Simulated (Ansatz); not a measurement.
# Energy landscape of Hf$_{3}$N$_{4}$

12 relaxations of Hf3N4 ended in 12 distinct structures. Computed with PBEsol (plane waves to 420 eV, PAW, scalar-relativistic; Ansatz, an electronic-structure program).

| # | space group | Pearson | type | E − E(lowest) (eV/atom) | V (Å³/atom) | gap (eV, no SOC) | runs ending here |
|---|---|---|---|---|---|---|---|
| 1 | I-43d | cI28 | – | 0.000 | 10.51 | 1.02 | 1 |
| 2 | Fd-3m | cF56 | – | 0.019 | 13.04 | 0.78 | 1 |
| 3 | Amm2 | oS14 | – | 0.09 | 12.09 | 0.00 | 1 |
| 4 | Amm2 | oS14 | – | 0.17 | 11.66 | 0.00 | 1 |
| 5 | P6₃/m | hP14 | – | 0.171 | 16.39 | 2.44 | 1 |
| 6 | Cm | mS14 | – | 0.184 | 14.04 | 1.57 | 1 |
| 7 | P-3m1 | hP7 | – | 0.90 | 13.62 | 0.00 | 1 |
| 8 | I422 | tI14 | – | 0.98 | 12.38 | 0.00 | 1 |
| 9 | Im-3m | cI14 | AFLOW prototype A4B3_cI14_229_c_b (as in Pt3O4) | 1.04 | 11.34 | 0.00 | 1 |
| 10 | P2/m | mP7 | – | 1.28 | 12.56 | 0.00 | 1 |
| 11 | I4/mmm | tI14 | – | 2.11 | 17.06 | 0.00 | 1 |
| 12 | F-43m | cF28 | – | 3.10 | 13.64 | 0.00 | 1 |

I-43d, cI28 is the lowest of the structures calculated here.

```cif
data_Hf12N16
_chemical_formula_sum 'Hf12 N16'
_space_group_name_H-M_alt 'I-43d'
_space_group_IT_number 220
_space_group_name_Hall 'I -4bd 2c 3'
_cell_length_a 6.65112
_cell_length_b 6.65112
_cell_length_c 6.65112
_cell_angle_alpha 90.000
_cell_angle_beta 90.000
_cell_angle_gamma 90.000
loop_
_atom_site_label
_atom_site_type_symbol
_atom_site_symmetry_multiplicity
_atom_site_Wyckoff_symbol
_atom_site_fract_x
_atom_site_fract_y
_atom_site_fract_z
_atom_site_occupancy
Hf1 Hf 12 a 0.00000 0.25000 0.37500 1
N1 N 16 c 0.06973 0.06973 0.06973 1
```
(The calculation used a cell of 14 atoms; values per cell refer to that cell.)

Probably no minimum, since a slightly shaken restart fell lower: P-3m1, hP7 (by 0.73 eV/atom, to Amm2); Im-3m, cI14, AFLOW prototype A4B3_cI14_229_c_b (as in Pt3O4) (by 0.86 eV/atom, to Cm); I4/mmm, tI14 (by 2.02 eV/atom, to Amm2). Each run could gain symmetry but not lose that of its start, so entries can be saddle points. All of these are generated cells (placed on structure types, drawn at random, substituted or restacked) that were not matched to a known phase here. Static energies at zero pressure. No spin polarisation in the result. Gaps of cells over 8 atoms come from the SCF mesh and high-symmetry points alone.
